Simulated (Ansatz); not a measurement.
The start is a generated cell, WC built in the CoSn structure type. The structure is fully relaxed (lattice and positions, P = 0) with PBE (plane waves to 420 eV, PAW, scalar-relativistic; Ansatz, a first-principles code). First-step values are on the input's coarse k-mesh.

Ansatz input (later rounds restart from its end on a renewed k-mesh):
Ansatz 0.2 input:
```yaml
crystal:
  lattice:
    - [5.6480822, 0, 0]
    - [-2.8240411, 4.8913827, 0]
    - [0, 0, 4.557518]
  atoms:
    - { symbol: W, position: [0.5, 0, 0] }
    - { symbol: W, position: [0.5, 0.5, 0] }
    - { symbol: W, position: [0, 0.5, 0] }
    - { symbol: C, position: [0, 0, 0] }
    - { symbol: C, position: [0.33333333, 0.66666667, 0.5] }
    - { symbol: C, position: [0.66666667, 0.33333333, 0.5] }
basis: { ecutwfc: 420, ecutrho_ratio: 4, xc_grid: 2, fft_grid_basis: typed }
kpoints: { mp_grid: { grid: [5, 5, 5] } }
hamiltonian:
  xc: pbe
  dispersion: none
  pseudopotentials: { azcp: { folder: ./paw }, kind: paw }
scf: { occupations: { method: fermi_dirac, width: 0.05 } }
relax: { f_tol: 0.01, max_steps: 100, cell: { stress_tol: 0.02 } }
output: { forces: true, stress: true }
```

Q: How large is the pressure on the unrelaxed cell, and of which sign?

A: -39 GPa (negative: the cell is under tension).

Q: How does the volume change?

A: -40.4 %, from 20.99 to 12.51 Å³/atom.

Q: How do the shortest distances between atoms change?

A: The closest pairs of elements (up to four, under 3.6 Å), start → end: C–W 2.80 → 2.17 Å; W–W 2.82 → 2.65 Å; C–C 3.26 → 3.06 Å.

Q: Is the relaxed structure metallic? Give its gap.

A: Zero (metallic).

Q: What does it relax into? Give the structure.

A: 
```cif
data_C3W3
_chemical_formula_sum 'W3 C3'
_space_group_name_H-M_alt 'P6/mmm'
_space_group_IT_number 191
_space_group_name_Hall '-P 6 2'
_cell_length_a 5.29255
_cell_length_b 5.29255
_cell_length_c 3.09388
_cell_angle_alpha 90.000
_cell_angle_beta 90.000
_cell_angle_gamma 120.000
loop_
_atom_site_label
_atom_site_type_symbol
_atom_site_symmetry_multiplicity
_atom_site_Wyckoff_symbol
_atom_site_fract_x
_atom_site_fract_y
_atom_site_fract_z
_atom_site_occupancy
W1 W 3 f 0.00000 0.50000 0.00000 1
C1 C 1 a 0.00000 0.00000 0.00000 1
C2 C 2 d 0.33333 0.66667 0.50000 1
```

The space group stays P6/mmm (No. 191) (the run could not lower it), with 6 atoms in the primitive cell. Final values are on a 10×10×15 k-mesh of the relaxed cell. No spin polarisation in the result.

The run could not lower the symmetry of its start; a shaken copy of this end point relaxes with PBE to P-6m2 (No. 187), 1.29 eV/atom lower.

The relaxed structure here is a generated cell of WC: the first start was made by placing the elements on the sites of a structure type, and the end was not matched to a known phase here, so it may be hypothetical. Known forms of WC include space group No. 187.
